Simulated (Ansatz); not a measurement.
BC5:
Space group P3m1 (No. 156); a = b = 2.552 Å, c = 6.390 Å, α = β = 90.00°, γ = 120.00°

| atom | site | symmetry | x | y | z |
|---|---|---|---|---|---|
| B | 1a | 3m. | 0.0000 | 0.0000 | 0.0038 |
| C | 1b | 3m. | 0.3333 | 0.6667 | 0.1109 |
| C | 1b | 3m. | 0.3333 | 0.6667 | 0.3461 |
| C | 1c | 3m. | 0.6667 | 0.3333 | 0.4288 |
| C | 1c | 3m. | 0.6667 | 0.3333 | 0.6720 |
| C | 1a | 3m. | 0.0000 | 0.0000 | 0.7507 |

Relaxed at zero pressure with DFT-PBE in the program Ansatz with PAW potentials.

The volume is lowered by 3 % and shape and atoms relax at that volume. What pressure results, and how do the axes share the change?

12.1 GPa; a -1.0 %, b -1.0 %, c -1.0 %; the energy rises by 7 meV/atom.

Give the new structure.


Space group P3m1 (No. 156); a = b = 2.525 Å, c = 6.330 Å, α = β = 90.00°, γ = 120.00°

```csv
atom,site,symmetry,x,y,z
B,1a,3m.,0.0000,0.0000,0.0035
C,1b,3m.,0.3333,0.6667,0.1107
C,1b,3m.,0.3333,0.6667,0.3463
C,1c,3m.,0.6667,0.3333,0.4288
C,1c,3m.,0.6667,0.3333,0.6722
C,1a,3m.,0.0000,0.0000,0.7508
```

The phase is kept; no other phase was compared at this pressure.

The start of the workflow was typed in or built on a structure type; the Crystallography Open Database copy checked does not list it. Its standing as an ambient phase is unchecked. The PBE relaxation kept the symmetry of its start; whether a distortion lowers the energy is not shown. Its formation energy is positive at this level, so the cell may be metastable or incomplete.

Potentials: the later of the program's two PAW sets.
